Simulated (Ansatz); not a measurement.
**Profile along the Ag–I line in AgI (zinc blende)**

AgI (zinc blende), conventional cell a = 6.628 Å, b = 6.628 Å, c = 6.628 Å, α = 90.00°, β = 90.00°, γ = 90.00°. The calculation uses the primitive cell of 2 atoms, to which meshes and values per cell refer.

Fields along a shortest Ag–I line of a {110} plane (2.87 Å), from Ag to I, interpolated on the slice's grid (step about 0.2 Å). These are PBE (plane waves to 420 eV, PAW, scalar-relativistic; Ansatz, a program for electronic structure) values and carry that method's errors. k mesh 9×9×9. Inside the PAW spheres the values are not all-electron values, and peaks at nuclei hang on which shells count as valence. AgI was relaxed with its symmetry unable to fall. Spin-orbit coupling is left out, though I is heavy.

| distance from Ag (Å) | valence electron density (e/Å³) | electron localisation function |
|---|---|---|
| 0.00 | 21.12 | x |
| 0.29 | 15.77 | x |
| 0.57 | 6.54 | 0.58 |
| 0.86 | 1.36 | 0.35 |
| 1.15 | 0.37 | 0.15 |
| 1.44 | 0.30 | 0.36 |
| 1.72 | 0.51 | 0.68 |
| 2.01 | 0.99 | 0.63 |
| 2.30 | 4.54 | 0.42 |
| 2.58 | 14.54 | x |
| 2.87 | 18.52 | x |

x: too close to a nucleus for the ELF to mean much.

Density on the Ag–I line (2.87 Å) at its density minimum, 1.4 Å from Ag: 0.29 e/Å³. ELF at that point: 0.3. ELF maximum in the middle third of the Ag–I line: 0.68, 1.7 Å from Ag.
